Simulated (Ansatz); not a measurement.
Fields on a plane of CdSe (zinc blende)

```
CELL_PARAMETERS angstrom
      0.00000     3.04091     3.04091
      3.04091     0.00000     3.04091
      3.04091     3.04091     0.00000
ATOMIC_POSITIONS crystal
  Se 0.75000 0.75000 0.75000
  Cd 0.00000 0.00000 0.00000
```

The slice is a {100} plane (indices of the conventional cell) through the point (0.000, 0.000, 0.000) (fractional), spanned by u = [100] and v = [0 1 -1] in vectors of this cell: u (4.30 Å) and v (4.30 Å, at 90° to u). It covers one period; positions are fractions (u, v).

Atoms on it: Cd at (0.00, 0.00).

Calculation: PBEsol (plane waves to 420 eV, PAW, scalar-relativistic; Ansatz, a first-principles code). k mesh 9×9×9. Near the nuclei the fields are pseudised (PAW); where an atom keeps semicore shells as valence, they peak there. CdSe was relaxed with its symmetry unable to fall.

```
|xxxxxxxx02467778887776420xxxxxxx|
|xxxxxxxx03567788888776530xxxxxxx|
|xxxxxxx0035678888888765300xxxxxx|
|xxxxxxx0246778888888776420xxxxxx|
|xxxxxx003567888888888765300xxxxx|
|xxxxx00356788889998888765300xxxx|
|xxx000346778899999998877643000xx|
|00002356778899999999988776532000|
|22334567788999999999998877654332|
|44556677889999999999999887766554|
|66667788899999999999999988877666|
|77777888999999999999999998887777|
|77788889999999999999999999888877|
|77888889999999999999999999888887|
|88888899999999999999999999988888|
|88888899999999999999999999988888|
|88888899999999999999999999988888|
|77888889999999999999999999888887|
|77788889999999999999999999888877|
|77777888999999999999999998887777|
|66667788899999999999999988877666|
|44556677889999999999999887766554|
|22334567788999999999998877654332|
|00002356778899999999988776532000|
|xxx000346778899999998877643000xx|
|xxxxx00356788889998888765300xxxx|
|xxxxxx003567888888888765300xxxxx|
|xxxxxxx0246778888888776420xxxxxx|
|xxxxxxx0035678888888765300xxxxxx|
|xxxxxxxx03567788888776530xxxxxxx|
|xxxxxxxx02467778887776420xxxxxxx|
|xxxxxxxx02467778887776420xxxxxxx|
```
Scale: ten equal steps from -3.00 (start of '0') to 5.97 (end of '9'), in the order '0123456789'. Values: electrostatic potential energy of an electron, from the cell's mean, in eV. The map has 32 points along u (one character each, u = 0 at the left) and 32 along v (v = 0 in the bottom row). Points within 1 Å of a nucleus are blanked (x), as the pseudised field means little there. Values under -3 eV are set to -3. The zero, the cell's mean, hangs on the PAW cores.

```
|xxxx@%*=-:-=+*#%%%#*+=-:-=*%@xxx|
|xxxx@#*=-:--+*##%##*+--:-=*#@xxx|
|xxx@%*+-::--=+*###*+=--::-+*%@xx|
|@@@%#+=-::--=++***++=--::-=+#%@@|
|%%#*+=-::::--==+++==--::::-=+*#%|
|***+=--::::::--===--::::::--=+**|
|===--::::::::::---::::::::::--==|
|---::::::.......::......::::::--|
|::::::::.................:::::::|
|-----:::..             ..:::----|
|==----::..             ..::----=|
|+++==-::..             ..::-==++|
|***++=-:..             ..:-=++**|
|###*+=-:..             ..:-=+*##|
|%%##*+=-..             .:-=+*##%|
|%%%#*+=-:.             .:-=+*#%%|
|%%##*+=-..             .:-=+*##%|
|###*+=-:..             ..:-=+*##|
|***++=-:..             ..:-=++**|
|+++==-::..             ..::-==++|
|==----::..             ..::----=|
|-----:::..             ..:::----|
|::::::::.................:::::::|
|---::::::.......::......::::::--|
|===--::::::::::---::::::::::--==|
|***+=--::::::--===--::::::--=+**|
|%%#*+=-::::--==+++==--::::-=+*#%|
|@@@%#+=-::--=++***++=--::-=+#%@@|
|xxx@%*+-::--=+*###*+=--::-+*%@xx|
|xxxx@#*=-:--+*##%##*+--:-=*#@xxx|
|xxxx@%*=-:-=+*#%%%#*+=-:-=*%@xxx|
|xxxx@%*=-:-=+*#%%%#*+=-:-=*%@xxx|
```
Scale: ten equal steps from 0.01 (start of ' ') to 0.55 (end of '@'), in the order ' .:-=+*#%@'. Values: electron localisation function (ELF). The map has 32 points along u (one character each, u = 0 at the left) and 32 along v (v = 0 in the bottom row). Points within 0.5 Å of a nucleus are blanked (x), as the pseudised field means little there.
